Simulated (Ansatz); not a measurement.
input.yaml

```yaml
crystal:
  lattice:
    - [2.952588334, 0.0, 0.0]
    - [0.0, 2.952588334, 0.0]
    - [0.0, 0.0, 26.3633856992]
  atoms:
    - { symbol: Ta, position: [0.5, 0.5, 0.3224168586] }
    - { symbol: Ta, position: [0.0, 0.0, 0.4016098446] }
    - { symbol: Ta, position: [0.5, 0.5, 0.4854252696] }
    - { symbol: Ta, position: [0.0, 0.0, 0.5614192234] }
    - { symbol: C, position: [0.0, 0.0, 0.6547304554] }
    - { symbol: H, position: [0.0, 0.0, 0.6964549901] }
basis:
  ecutwfc: 420
kpoints:
  mp_grid: { grid: [10, 10, 1] }
hamiltonian:
  xc: pbesol
scf:
  occupations: { method: gaussian, width: 0.1 }
output:
  forces: true
  eigenvalues: true
  write_density: true
  write_potential: true
  elf: true
  volumetric_format: npy
relax:
  adjacent_minimum: "off"
  f_tol: 0.03
  max_steps: 70
  constraints: [{ sites: [0, 1] }]
efield:
  axis: 3
  dipole_correction: true
  ramp_width: 0.04
```

Launched with
```bash
ansatz run input.yaml --threads 2 --pin off --max-ram 5120MiB --backend cpu --events-out ev --progress --plain --runs-dir out
```

Theory: DFT PBEsol, scalar-relativistic, plane waves, PAW (Ansatz).

Part of what the program printed, abridged:

```
Pseudopotentials: kind: paw
Pseudopotential: Ta, paw, valence charge 13, recommended cutoff 420 eV (normal)
Pseudopotential: C, paw, valence charge 4, recommended cutoff 420 eV (normal)
Pseudopotential: H, paw, valence charge 1, recommended cutoff 420 eV (normal)
Functional definition: PBEsol
Crystal: 6 atoms, lattice volume = 229.830 Å³
Basis set: ecut = 420 eV, 4397 PW (Γ), exchange–correlation on 40×40×360 points (8 copies of the dense FFT grid, shifted against one another)
Bands: 35, of which v1, the nominal top of the filled ones, is band 29 counted from 1 (28 counted from 0)
Symmetry: 8 space group operations
Space group: P4mm (ITA 99), of the structure as read, at distance tolerance 6.1e-5 Å
k-points: 21 of 100
Initial density: superposition of atomic densities (neutral atoms: chi_scale 0, normalization atom), corrected by the library's trained network
Initial wavefunctions: pseudopotential atomic-orbital guess
Functional: x = pbesol(κ = 0.804, μ = 0.12345679), c = pbesol(β = 0.046)
SCF iter   1: F=—  HF=-39481.378018 eV  |F-HF|=—  |Δ(HF+E_count)|=         —  Δρ=9.66e-3  dr2=5.72e0  ethr=1.77e-3  p=0.018 e·Å  D=1.45e-2 V/Å  ΔV_dip=-0.38 eV  dr2_dipole=2.26e0  V_vac-E_F(+/−)=4.15/4.54 eV  ⟨swp⟩=7.6  Hψ=3416  notcnv=0
efield: sawtooth ramp at fractional position 0.9894 (placed from the atoms, in the widest stretch of the axis that holds none; the zero of the levels goes with the place), width 0.0400; the density the first Hamiltonian is built on has a dipole p = 0.018 e·Å; the dipole correction subtracts the counter field D = 1.45e-2 V/Å, which shifts the + side's vacuum level by -0.38 eV against the − side's; the planar-averaged density in the ramp window peaks in size at 3.1e-5 e/Å³
SCF iter   2: F=—  HF=-39481.266395 eV  |F-HF|=—  |Δ(HF+E_count)|=   1.12e-1  Δρ=2.06e-3  dr2=5.61e-2  ethr=1.77e-3  p=0.036 e·Å  D=2.82e-2 V/Å  ΔV_dip=-0.74 eV  dr2_dipole=2.89e-2  V_vac-E_F(+/−)=3.88/4.62 eV  ⟨swp⟩=2.0  Hψ=953  notcnv=0  defer=13
SCF iter   3: F=—  HF=-39481.270892 eV  |F-HF|=—  |Δ(HF+E_count)|=   4.50e-3  Δρ=1.11e-3  dr2=1.64e-2  ethr=9.85e-5  p=0.027 e·Å  D=2.15e-2 V/Å  ΔV_dip=-0.57 eV  dr2_dipole=4.77e-3  V_vac-E_F(+/−)=4.03/4.59 eV  ⟨swp⟩=2.0  Hψ=1010  notcnv=0  defer=18
SCF iter   4: F=—  HF=-39481.269391 eV  |F-HF|=—  |Δ(HF+E_count)|=   1.50e-3  Δρ=2.04e-4  dr2=2.62e-4  ethr=2.87e-5  p=0.033 e·Å  D=2.58e-2 V/Å  ΔV_dip=-0.68 eV  dr2_dipole=1.45e-6  V_vac-E_F(+/−)=3.95/4.63 eV  ⟨swp⟩=2.0  Hψ=925  notcnv=0  defer=18
SCF iter   5: F=—  HF=-39481.269405 eV  |F-HF|=—  |Δ(HF+E_count)|=   1.43e-5  Δρ=8.39e-5  dr2=1.17e-4  ethr=4.59e-7  p=0.032 e·Å  D=2.51e-2 V/Å  ΔV_dip=-0.66 eV  dr2_dipole=2.71e-5  V_vac-E_F(+/−)=3.94/4.61 eV  ⟨swp⟩=2.6  Hψ=1245  notcnv=0  defer=18
SCF iter   6: F=-39481.269397 eV  HF=-39481.269399 eV  |F-HF|=1.95e-6  |Δ(HF+E_count)|=   6.33e-6  Δρ=2.78e-5  dr2=3.83e-6  ethr=3.95e-8  p=0.032 e·Å  D=2.55e-2 V/Å  ΔV_dip=-0.67 eV  dr2_dipole=2.57e-8  V_vac-E_F(+/−)=3.94/4.62 eV  ⟨swp⟩=18.6  Hψ=7530  notcnv=0
SCF 1 converged in 6 iterations: F = -39481.269397 eV  dr2 = 3.83e-6
relax step   1: F+E_penalty+E_count = -39481.26939719 eV  Δ(F+E_penalty+E_count) = +0.000e0 eV  max|allowed force component| = 3.775e0 eV/Å  Δτ_max = 0.0000 Å  (6 SCF iters, dr2 threshold 2.25e-5 eV, accepted)
Initial density: handed on by an earlier stage of this run
Initial wavefunctions: those handed on with the density
SCF iter   1: F=—  HF=-39482.473851 eV  |F-HF|=—  |Δ(HF+E_count)|=         —  Δρ=1.47e-2  dr2=3.58e0  ethr=3.10e-3  p=0.032 e·Å  D=2.55e-2 V/Å  ΔV_dip=-0.67 eV  dr2_dipole=6.06e-1  V_vac-E_F(+/−)=3.97/4.65 eV  ⟨swp⟩=6.0  Hψ=2025  notcnv=0  defer=14
efield: sawtooth ramp at fractional position 0.9894 (handed on by an earlier solve), width 0.0400; the density the first Hamiltonian is built on has a dipole p = 0.032 e·Å; the dipole correction subtracts the counter field D = 2.55e-2 V/Å, which shifts the + side's vacuum level by -0.67 eV against the − side's; the planar-averaged density in the ramp window peaks in size at 2.9e-6 e/Å³
SCF iter   2: F=—  HF=-39482.297846 eV  |F-HF|=—  |Δ(HF+E_count)|=   1.76e-1  Δρ=5.46e-3  dr2=1.98e-1  ethr=3.10e-3  p=0.074 e·Å  D=5.79e-2 V/Å  ΔV_dip=-1.53 eV  dr2_dipole=7.85e-2  V_vac-E_F(+/−)=3.14/4.66 eV  ⟨swp⟩=2.5  Hψ=1289  notcnv=0  defer=22
SCF iter   3: F=—  HF=-39482.280692 eV  |F-HF|=—  |Δ(HF+E_count)|=   1.72e-2  Δρ=2.75e-3  dr2=4.67e-2  ethr=3.48e-4  p=0.033 e·Å  D=2.58e-2 V/Å  ΔV_dip=-0.68 eV  dr2_dipole=1.19e-4  V_vac-E_F(+/−)=3.94/4.62 eV  ⟨swp⟩=2.0  Hψ=1295  notcnv=0  defer=23
SCF iter   4: F=—  HF=-39482.270277 eV  |F-HF|=—  |Δ(HF+E_count)|=   1.04e-2  Δρ=4.73e-4  dr2=2.82e-3  ethr=8.18e-5  p=0.040 e·Å  D=3.17e-2 V/Å  ΔV_dip=-0.83 eV  dr2_dipole=5.75e-4  V_vac-E_F(+/−)=3.78/4.62 eV  ⟨swp⟩=2.0  Hψ=1212  notcnv=0  defer=23
SCF iter   5: F=—  HF=-39482.270203 eV  |F-HF|=—  |Δ(HF+E_count)|=   7.35e-5  Δρ=1.58e-4  dr2=1.76e-4  ethr=4.95e-6  p=0.040 e·Å  D=3.18e-2 V/Å  ΔV_dip=-0.84 eV  dr2_dipole=1.80e-6  V_vac-E_F(+/−)=3.78/4.62 eV  ⟨swp⟩=2.0  Hψ=873  notcnv=0  defer=23
SCF iter   6: F=-39482.270186 eV  HF=-39482.270209 eV  |F-HF|=2.32e-5  |Δ(HF+E_count)|=   5.60e-6  Δρ=4.80e-5  dr2=2.61e-5  ethr=1.75e-7  p=0.041 e·Å  D=3.19e-2 V/Å  ΔV_dip=-0.84 eV  dr2_dipole=1.55e-6  V_vac-E_F(+/−)=3.78/4.62 eV  ⟨swp⟩=20.4  Hψ=7716  notcnv=0
SCF 2 converged in 6 iterations: F = -39482.270186 eV  dr2 = 2.61e-5
relax step   2: F+E_penalty+E_count = -39482.27018574 eV  Δ(F+E_penalty+E_count) = -1.001e0 eV  max|allowed force component| = 2.264e0 eV/Å  Δτ_max = 0.1950 Å  (6 SCF iters, dr2 threshold 1.00e-4 eV, accepted)
SCF iter   1: F=—  HF=-39483.056386 eV  |F-HF|=—  |Δ(HF+E_count)|=         —  Δρ=3.44e-2  dr2=3.34e1  ethr=3.10e-3  p=0.041 e·Å  D=3.19e-2 V/Å  ΔV_dip=-0.84 eV  dr2_dipole=1.09e1  V_vac-E_F(+/−)=3.96/4.80 eV  ⟨swp⟩=5.9  Hψ=2734  notcnv=0  defer=8
efield: sawtooth ramp at fractional position 0.9894 (handed on by an earlier solve), width 0.0400; the density the first Hamiltonian is built on has a dipole p = 0.041 e·Å; the dipole correction subtracts the counter field D = 3.19e-2 V/Å, which shifts the + side's vacuum level by -0.84 eV against the − side's; the planar-averaged density in the ramp window peaks in size at 3.3e-6 e/Å³
SCF iter   2: F=—  HF=-39485.149818 eV  |F-HF|=—  |Δ(HF+E_count)|=    2.09e0  Δρ=5.38e-2  dr2=1.36e2  ethr=3.10e-3  p=0.019 e·Å  D=1.46e-2 V/Å  ΔV_dip=-0.39 eV  dr2_dipole=5.69e1  V_vac-E_F(+/−)=3.74/4.13 eV  ⟨swp⟩=4.0  Hψ=1726  notcnv=0  defer=24  recentre
SCF iter   3: F=—  HF=-39482.175987 eV  |F-HF|=—  |Δ(HF+E_count)|=    2.97e0  Δρ=7.84e-3  dr2=1.44e0  ethr=3.10e-3  p=0.045 e·Å  D=3.52e-2 V/Å  ΔV_dip=-0.93 eV  dr2_dipole=5.38e-1  V_vac-E_F(+/−)=3.75/4.68 eV  ⟨swp⟩=3.1  Hψ=1554  notcnv=1  defer=21
SCF iter   4: F=—  HF=-39482.131915 eV  |F-HF|=—  |Δ(HF+E_count)|=   4.41e-2  Δρ=1.60e-3  dr2=5.77e-3  ethr=2.53e-3  p=0.033 e·Å  D=2.61e-2 V/Å  ΔV_dip=-0.69 eV  dr2_dipole=8.24e-4  V_vac-E_F(+/−)=3.93/4.62 eV  ⟨swp⟩=1.4  Hψ=876  notcnv=0  defer=18
SCF iter   5: F=—  HF=-39482.131586 eV  |F-HF|=—  |Δ(HF+E_count)|=   3.29e-4  Δρ=3.55e-4  dr2=2.14e-3  ethr=1.01e-5  p=0.028 e·Å  D=2.24e-2 V/Å  ΔV_dip=-0.59 eV  dr2_dipole=1.13e-3  V_vac-E_F(+/−)=4.01/4.60 eV  ⟨swp⟩=2.0  Hψ=1042  notcnv=0  defer=20
   ...
SCF 4 converged in 10 iterations: F = -39482.580822 eV  dr2 = 2.56e-10
relax step   4: F+E_penalty+E_count = -39482.58082209 eV  Δ(F+E_penalty+E_count) = -3.106e-1 eV  max|allowed force component| = 7.582e-1 eV/Å  Δτ_max = 0.0945 Å  (10 SCF iters, accepted)
SCF iter   1: F=—  HF=-39482.654228 eV  |F-HF|=—  |Δ(HF+E_count)|=         —  Δρ=8.80e-3  dr2=3.38e-1  ethr=5.12e-4  p=0.041 e·Å  D=3.24e-2 V/Å  ΔV_dip=-0.85 eV  dr2_dipole=2.36e-2  V_vac-E_F(+/−)=3.79/4.65 eV  ⟨swp⟩=1.1  Hψ=2551  notcnv=0  defer=20
efield: sawtooth ramp at fractional position 0.9894 (handed on by an earlier solve), width 0.0400; the density the first Hamiltonian is built on has a dipole p = 0.041 e·Å; the dipole correction subtracts the counter field D = 3.24e-2 V/Å, which shifts the + side's vacuum level by -0.85 eV against the − side's; the planar-averaged density in the ramp window peaks in size at 5.3e-6 e/Å³
SCF iter   2: F=—  HF=-39482.630302 eV  |F-HF|=—  |Δ(HF+E_count)|=   2.39e-2  Δρ=2.51e-3  dr2=4.14e-2  ethr=1.93e-4  p=0.048 e·Å  D=3.77e-2 V/Å  ΔV_dip=-1.00 eV  dr2_dipole=1.94e-3  V_vac-E_F(+/−)=3.63/4.62 eV  ⟨swp⟩=2.0  Hψ=973  notcnv=0  defer=20
SCF iter   3: F=—  HF=-39482.626443 eV  |F-HF|=—  |Δ(HF+E_count)|=   3.86e-3  Δρ=7.77e-4  dr2=5.98e-3  ethr=2.36e-5  p=0.038 e·Å  D=2.99e-2 V/Å  ΔV_dip=-0.79 eV  dr2_dipole=3.85e-7  V_vac-E_F(+/−)=3.83/4.62 eV  ⟨swp⟩=2.4  Hψ=1192  notcnv=0  defer=22
SCF iter   4: F=—  HF=-39482.626395 eV  |F-HF|=—  |Δ(HF+E_count)|=   4.76e-5  Δρ=3.85e-4  dr2=9.05e-4  ethr=3.41e-6  p=0.041 e·Å  D=3.21e-2 V/Å  ΔV_dip=-0.85 eV  dr2_dipole=4.78e-6  V_vac-E_F(+/−)=3.77/4.62 eV  ⟨swp⟩=2.0  Hψ=1145  notcnv=0  defer=23
SCF iter   5: F=-39482.626290 eV  HF=-39482.626317 eV  |F-HF|=2.73e-5  |Δ(HF+E_count)|=   7.84e-5  Δρ=7.27e-5  dr2=3.43e-5  ethr=3.68e-8  p=0.041 e·Å  D=3.19e-2 V/Å  ΔV_dip=-0.84 eV  dr2_dipole=7.45e-8  V_vac-E_F(+/−)=3.77/4.62 eV  ⟨swp⟩=19.7  Hψ=8167  notcnv=0
SCF 5 converged in 5 iterations: F = -39482.626290 eV  dr2 = 3.43e-5
relax step   5: F+E_penalty+E_count = -39482.62628975 eV  Δ(F+E_penalty+E_count) = -4.547e-2 eV  max|allowed force component| = 2.686e-1 eV/Å  Δτ_max = 0.0973 Å  (5 SCF iters, dr2 threshold 6.45e-5 eV, accepted)
SCF iter   1: F=—  HF=-39482.698202 eV  |F-HF|=—  |Δ(HF+E_count)|=         —  Δρ=1.29e-2  dr2=6.00e-1  ethr=1.04e-3  p=0.041 e·Å  D=3.19e-2 V/Å  ΔV_dip=-0.84 eV  dr2_dipole=3.42e-2  V_vac-E_F(+/−)=3.82/4.66 eV  ⟨swp⟩=1.1  Hψ=2724  notcnv=0  defer=19
efield: sawtooth ramp at fractional position 0.9894 (handed on by an earlier solve), width 0.0400; the density the first Hamiltonian is built on has a dipole p = 0.041 e·Å; the dipole correction subtracts the counter field D = 3.19e-2 V/Å, which shifts the + side's vacuum level by -0.84 eV against the − side's; the planar-averaged density in the ramp window peaks in size at 1.6e-6 e/Å³
SCF iter   2: F=—  HF=-39482.651289 eV  |F-HF|=—  |Δ(HF+E_count)|=   4.69e-2  Δρ=3.03e-3  dr2=7.85e-2  ethr=1.04e-3  p=0.051 e·Å  D=4.01e-2 V/Å  ΔV_dip=-1.06 eV  dr2_dipole=1.16e-2  V_vac-E_F(+/−)=3.55/4.61 eV  ⟨swp⟩=2.2  Hψ=1067  notcnv=0  defer=19
SCF iter   3: F=—  HF=-39482.646207 eV  |F-HF|=—  |Δ(HF+E_count)|=   5.08e-3  Δρ=1.44e-3  dr2=1.12e-2  ethr=1.38e-4  p=0.035 e·Å  D=2.74e-2 V/Å  ΔV_dip=-0.72 eV  dr2_dipole=6.82e-6  V_vac-E_F(+/−)=3.93/4.65 eV  ⟨swp⟩=2.0  Hψ=1047  notcnv=0  defer=19
SCF iter   4: F=—  HF=-39482.644104 eV  |F-HF|=—  |Δ(HF+E_count)|=   2.10e-3  Δρ=2.57e-4  dr2=5.61e-4  ethr=1.97e-5  p=0.040 e·Å  D=3.17e-2 V/Å  ΔV_dip=-0.84 eV  dr2_dipole=1.08e-5  V_vac-E_F(+/−)=3.80/4.64 eV  ⟨swp⟩=2.0  Hψ=1102  notcnv=0  defer=19
SCF iter   5: F=—  HF=-39482.643985 eV  |F-HF|=—  |Δ(HF+E_count)|=   1.19e-4  Δρ=7.73e-5  dr2=3.94e-5  ethr=9.84e-7  p=0.040 e·Å  D=3.19e-2 V/Å  ΔV_dip=-0.84 eV  dr2_dipole=7.97e-7  V_vac-E_F(+/−)=3.80/4.64 eV  ⟨swp⟩=2.2  Hψ=1029  notcnv=0  defer=20
SCF iter   6: F=-39482.643981 eV  HF=-39482.643988 eV  |F-HF|=7.07e-6  |Δ(HF+E_count)|=   2.70e-6  Δρ=1.89e-5  dr2=6.49e-6  ethr=1.42e-8  p=0.041 e·Å  D=3.21e-2 V/Å  ΔV_dip=-0.85 eV  dr2_dipole=1.50e-6  V_vac-E_F(+/−)=3.79/4.64 eV  ⟨swp⟩=20.3  Hψ=7364  notcnv=0
SCF iter   7: F=-39482.643988 eV  HF=-39482.643988 eV  |F-HF|=1.33e-7  |Δ(HF+E_count)|=   2.80e-7  Δρ=6.39e-6  dr2=2.42e-7  ethr=1.14e-8  p=0.041 e·Å  D=3.21e-2 V/Å  ΔV_dip=-0.85 eV  dr2_dipole=6.94e-10  V_vac-E_F(+/−)=3.79/4.64 eV  ⟨swp⟩=10.4  Hψ=5772  notcnv=0
SCF iter   8: F=-39482.643988 eV  HF=-39482.643988 eV  |F-HF|=1.61e-8  |Δ(HF+E_count)|=   4.13e-8  Δρ=1.34e-6  dr2=4.65e-9  ethr=4.24e-10  p=0.041 e·Å  D=3.21e-2 V/Å  ΔV_dip=-0.85 eV  dr2_dipole=3.29e-10  V_vac-E_F(+/−)=3.79/4.64 eV  ⟨swp⟩=8.8  Hψ=5300  notcnv=0
SCF 6 converged in 8 iterations: F = -39482.643988 eV  dr2 = 4.65e-9
relax step   6: F+E_penalty+E_count = -39482.64398805 eV  Δ(F+E_penalty+E_count) = -1.770e-2 eV  max|allowed force component| = 1.005e-1 eV/Å  Δτ_max = 0.1231 Å  (8 SCF iters, dr2 threshold 8.09e-6 eV, accepted)
SCF iter   1: F=—  HF=-39482.646413 eV  |F-HF|=—  |Δ(HF+E_count)|=         —  Δρ=1.89e-3  dr2=2.49e-2  ethr=2.71e-4  p=0.041 e·Å  D=3.21e-2 V/Å  ΔV_dip=-0.85 eV  dr2_dipole=3.97e-3  V_vac-E_F(+/−)=3.80/4.64 eV  ⟨swp⟩=2.2  Hψ=1441  notcnv=0  defer=18
efield: sawtooth ramp at fractional position 0.9894 (handed on by an earlier solve), width 0.0400; the density the first Hamiltonian is built on has a dipole p = 0.041 e·Å; the dipole correction subtracts the counter field D = 3.21e-2 V/Å, which shifts the + side's vacuum level by -0.85 eV against the − side's; the planar-averaged density in the ramp window peaks in size at 3.9e-6 e/Å³
SCF iter   2: F=—  HF=-39482.645083 eV  |F-HF|=—  |Δ(HF+E_count)|=   1.33e-3  Δρ=5.22e-4  dr2=2.32e-3  ethr=4.38e-5  p=0.042 e·Å  D=3.32e-2 V/Å  ΔV_dip=-0.88 eV  dr2_dipole=4.21e-4  V_vac-E_F(+/−)=3.76/4.63 eV  ⟨swp⟩=1.7  Hψ=927  notcnv=0  defer=17
SCF iter   3: F=—  HF=-39482.644965 eV  |F-HF|=—  |Δ(HF+E_count)|=   1.18e-4  Δρ=2.68e-4  dr2=3.51e-4  ethr=4.07e-6  p=0.040 e·Å  D=3.14e-2 V/Å  ΔV_dip=-0.83 eV  dr2_dipole=2.38e-5  V_vac-E_F(+/−)=3.81/4.64 eV  ⟨swp⟩=2.0  Hψ=1127  notcnv=0  defer=17
SCF iter   4: F=—  HF=-39482.644829 eV  |F-HF|=—  |Δ(HF+E_count)|=   1.36e-4  Δρ=4.37e-5  dr2=1.25e-5  ethr=6.16e-7  p=0.041 e·Å  D=3.21e-2 V/Å  ΔV_dip=-0.85 eV  dr2_dipole=1.26e-6  V_vac-E_F(+/−)=3.79/4.64 eV  ⟨swp⟩=2.0  Hψ=1135  notcnv=0  defer=17
SCF iter   5: F=-39482.644829 eV  HF=-39482.644830 eV  |F-HF|=2.60e-7  |Δ(HF+E_count)|=   5.64e-7  Δρ=1.26e-5  dr2=7.19e-7  ethr=2.23e-9  p=0.041 e·Å  D=3.22e-2 V/Å  ΔV_dip=-0.85 eV  dr2_dipole=5.76e-8  V_vac-E_F(+/−)=3.79/4.64 eV  ⟨swp⟩=18.8  Hψ=7035  notcnv=0
SCF 7 converged in 5 iterations: F = -39482.644829 eV  dr2 = 7.19e-7
relax step   7: F+E_penalty+E_count = -39482.64482948 eV  Δ(F+E_penalty+E_count) = -8.414e-4 eV  max|allowed force component| = 1.352e-2 eV/Å  Δτ_max = 0.0212 Å  (5 SCF iters, dr2 threshold 1.27e-6 eV, accepted)
SCF iter   1: F=—  HF=-39482.644761 eV  |F-HF|=—  |Δ(HF+E_count)|=         —  Δρ=1.27e-5  dr2=7.37e-7  ethr=1.30e-9  p=0.041 e·Å  D=3.22e-2 V/Å  ΔV_dip=-0.85 eV  dr2_dipole=6.97e-8  V_vac-E_F(+/−)=3.79/4.64 eV  ⟨swp⟩=1.0  Hψ=1974  notcnv=0
efield: sawtooth ramp at fractional position 0.9894 (handed on by an earlier solve), width 0.0400; the density the first Hamiltonian is built on has a dipole p = 0.041 e·Å; the dipole correction subtracts the counter field D = 3.22e-2 V/Å, which shifts the + side's vacuum level by -0.85 eV against the − side's; the planar-averaged density in the ramp window peaks in size at 4.3e-6 e/Å³
SCF iter   2: F=—  HF=-39482.644830 eV  |F-HF|=—  |Δ(HF+E_count)|=   6.88e-5  Δρ=4.71e-6  dr2=1.94e-7  ethr=1.29e-9  p=0.041 e·Å  D=3.22e-2 V/Å  ΔV_dip=-0.85 eV  dr2_dipole=1.30e-8  V_vac-E_F(+/−)=3.79/4.64 eV  ⟨swp⟩=2.0  Hψ=1057  notcnv=0
SCF iter   3: F=-39482.644830 eV  HF=-39482.644830 eV  |F-HF|=3.12e-9  |Δ(HF+E_count)|=   3.06e-8  Δρ=2.26e-6  dr2=2.87e-8  ethr=1.75e-10  p=0.041 e·Å  D=3.22e-2 V/Å  ΔV_dip=-0.85 eV  dr2_dipole=2.10e-9  V_vac-E_F(+/−)=3.79/4.64 eV  ⟨swp⟩=10.8  Hψ=5315  notcnv=0
SCF 8 converged in 3 iterations: F = -39482.644830 eV  dr2 = 2.87e-8
relax step   8: F+E_penalty+E_count = -39482.64483004 eV  Δ(F+E_penalty+E_count) = -5.660e-7 eV  max|allowed force component| = 1.391e-2 eV/Å  Δτ_max = 0.0000 Å  (3 SCF iters, accepted)
WARN: The output density's exchange-correlation potential varies sharply where the density is thin. Do not read a vacuum level from v_tot or v_xc, or from such a field of the output density. On a cell that repeats whose density bears no net charge and no dipole along the vacuum's axis use v_es (v_loc + v_h of the components); under efield.dipole_correction with no amplitude use v_es + v_field, which holds any external_charges[].barrier, or the levels of the report's work_function block, which leave it out; under a non-zero efield.amplitude the vacuum is tilted and has no level; on a cell that repeats and bears such a dipole with no correction it is tilted too, and efield.dipole_correction wi ...
SCF converged after 3 iterations
Free energy (F): -39482.644830 eV
Harris-Foulkes:  -39482.644830 eV  (|F-HF|=3.12e-9)
Internal energy: -39482.614889 eV  (E = F + TS)
E sigma→0 (E₀):  -39482.629860 eV
Entropy (-TS):   -0.029941 eV (-4.990 meV/atom)
Fermi energy:    3.580631 eV
Dipole field:    D = 0.032268 V/Å  (p = 0.040984 e·Å, saw-weighted, corrected)
Work function:   Φ+ = 3.7920 eV   Φ− = 4.6428 eV
Levels:          The Fermi level and band energies are counted from a zero that moves with the ramp; work functions are not
--- Per-component energies (eV) ---
  E_band       = -1232.422861
  E_kinetic    = 1549.689418
  E_local      = -62577.304459  (includes V_loc(G=0)·N_el)
  E_nonlocal   = 98.033934
  E_hartree    = 30517.459050
  E_xc         = -916.282735
  E_vxc        = -875.197572  (∫ρ·V_xc dr)
  E_paw        = -33183.735478  (= ΣΔE_a)
  E_vpaw       = -464.883564  (= ΣTr[D̂ρ^β])
  E_aug_tail   = -0.000706  (compensation charges beyond the density's cutoff)
  E_efield     = 0.000661  (sawtooth field / dipole correction)
  E_vefield    = 2.333673  (∫n·V_field dr)
  E_ewald      = 25028.649738
  E_core_change = 0.875686  (= ΣΔE_core)
  E_smearing   = -0.029941  (= −TS)
--- Forces (eV/Å), atoms counted from 1 ---
  atom   1  Ta     0.00000000     0.00000000     0.47638699
  atom   2  Ta     0.00000000     0.00000000    -0.47793826
  atom   3  Ta     0.00000000     0.00000000     0.01156585
  atom   4  Ta     0.00000000     0.00000000     0.00757407
  atom   5  C      0.00000000     0.00000000    -0.00377738
  atom   6  H      0.00000000     0.00000000    -0.01391237
--- Band table (eV; the first three rows and the last of 21) ---
  k-point 0: bands = ["-64.4072", "-64.0773", "-63.8815", "-63.8114", "-31.1254", "-30.7456", "-30.5954", "-30.5954", "-30.4645", "-30.2972", "-30.2972", "-30.1636", "-30.1636", "-30.1008", "-29.9843", "-29.9843", "-7.7425", "-4.1015", "-2.8246", "-1.3379", "-0.7636", "-0.5771", "0.4041", "1.1015", "2.3355", "3.1398", "3.2986", "4.0810", "4.0810", "4.6866", "4.6866", "4.9179", "5.0009", "6.0056", "6.0056"]
  k-point 1: bands = ["-64.4037", "-64.0741", "-63.8771", "-63.8096", "-31.1138", "-30.7574", "-30.6475", "-30.5874", "-30.4738", "-30.3445", "-30.2918", "-30.2346", "-30.1565", "-30.0850", "-30.0335", "-29.9847", "-7.6639", "-3.8521", "-2.6283", "-1.1892", "-0.5543", "-0.4086", "0.5880", "1.2551", "2.4316", "3.0632", "3.3654", "3.7372", "4.1453", "4.2880", "4.5952", "4.7015", "4.8940", "5.8527", "6.1970"]
  k-point 2: bands = ["-64.3946", "-64.0657", "-63.8652", "-63.8051", "-31.0903", "-30.8661", "-30.6963", "-30.5663", "-30.5473", "-30.4541", "-30.3500", "-30.2784", "-30.1558", "-30.1362", "-30.0786", "-29.9871", "-7.4481", "-3.1689", "-2.1482", "-0.9065", "-0.1223", "0.0618", "1.1388", "1.7568", "2.5265", "2.7107", "2.9038", "3.6614", "3.9001", "4.0296", "4.2974", "4.7054", "4.9348", "5.4123", "6.1365"]
  k-point 20: bands = ["-64.3376", "-64.0104", "-63.7966", "-63.7640", "-31.1630", "-31.1630", "-30.8552", "-30.8441", "-30.8441", "-30.6951", "-30.6951", "-30.4650", "-30.4399", "-30.4399", "-30.3234", "-30.2792", "-5.9885", "-0.9767", "-0.4651", "0.0386", "0.4354", "0.4354", "0.6899", "0.8928", "1.2086", "1.2086", "2.5277", "2.5277", "4.3983", "4.3983", "5.7737", "6.9258", "6.9258", "7.0308", "7.8831"]
--- Relaxed structure (8 steps of the walk, 7 accepted, 0 SCFs on fresh bases) ---
  F+E_penalty+E_count = -39482.64483004 eV   max|allowed force component| = 1.391e-2 eV/Å
  atoms:
    - { symbol: Ta, position: [0.49999999, 0.49999999, 0.32241685] }
    - { symbol: Ta, position: [0.0, 0.0, 0.40160984] }
    - { symbol: Ta, position: [0.49999999, 0.49999999, 0.48488972] }
    - { symbol: Ta, position: [0.0, 0.0, 0.56488052] }
    - { symbol: C, position: [0.0, 0.0, 0.63900757] }
    - { symbol: H, position: [0.0, 0.0, 0.68073215] }
```

The relaxation met its thresholds.

It took 60 s on 2 threads of Arm Neoverse V2, on a shared host, peak memory 0.49 GiB.

Spin–orbit coupling is left out, which can shift energies with elements as heavy as these.